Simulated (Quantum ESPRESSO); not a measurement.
# W3MoSe5S3: convergence and cost over cutoff and k mesh

Computed values, not a measurement. The program is pw.x of Quantum ESPRESSO 7.5 (plane-wave density functional theory). The cell is made up: 12 atoms on a layered 2H lattice, with randomly drawn elements, strain and displacements, not relaxed. PseudoDojo standard norm-conserving files (v0.5 for PBE, v0.4.1 for LDA and PBEsol) set the functional; there is no spin polarisation, spin-orbit coupling or dispersion term, and the masses in the input are unused placeholders.

Input of the run in row 4:

```
&control calculation='scf', pseudo_dir='./dojo.nc.sr.pbe.v0_5.standard.upf', outdir='./o', disk_io='low', tprnfor=.true., tstress=.true. /
&system ibrav=0, nat=12, ntyp=4, nbnd=83, ecutwfc=85.99341389, nosym=.true., tot_charge=0,
 occupations='smearing', smearing='fd', degauss=0.0018374661
/
&electrons conv_thr=7.350e-09, electron_maxstep=60, /
ATOMIC_SPECIES
Mo 1.0 Mo.upf
S 1.0 S.upf
Se 1.0 Se.upf
W 1.0 W.upf
CELL_PARAMETERS angstrom
3.2882 0.0362 0.0372
0.0627 5.6331 -0.0027
0.1486 -0.0062 13.321
ATOMIC_POSITIONS angstrom
W 0.0341 1.952 3.3937
W 1.7189 1.0247 10.0191
Mo 1.6976 4.6867 3.4045
W 0.1324 3.7603 9.975
Se 0.0571 1.8292 8.3431
Se 0.1445 1.8463 11.595
Se 1.6289 1.0178 1.7205
S 1.6675 0.8334 4.939
S 1.8044 4.599 8.2109
Se 1.8312 4.7995 11.7146
Se -0.013 3.8336 1.8114
S 0.1113 3.74 5.1032
K_POINTS automatic
7 4 2 1 1 1
```

The same cell was run at these settings. Meshes are shifted by half a step, and differences are from the last row, which is itself not exact.

```
cutoff (eV)     k mesh  k points solved  threshold (eV)  free energy less the last row's (eV)  pressure (GPa)  largest stress difference (GPa)  largest force difference (eV/Å)  iterations  wall time (s)  k-point pools                  processor
        819  2 x 2 x 2                4           1e-04                                 5.259          -43.50                            45.21                            0.525          14            246              1      AMD EPYC, Zen 5 class
       1170  2 x 2 x 2                4           1e-07                                -1.536           -0.33                             2.07                            0.528          20             85              4  Intel Xeon, 2023 or later
        776  7 x 4 x 2               28           1e-07                                14.325          -78.40                            79.42                            0.041          22            245              4  Intel Xeon, 2023 or later
       1170  7 x 4 x 2               28           1e-07                                 0.003            0.82                             0.02                            0.004          21            467              4  Intel Xeon, 2023 or later
       1467  9 x 6 x 4              108           1e-07                                 0.000            0.81                             0.00                            0.000          22           3051              4  Intel Xeon, 2023 or later
```

Each pool is one process. Wall times include start-up and a band step at six k points, which weighs most on the coarsest meshes. The runs were on shared virtual cores whose load varied, so times are rough.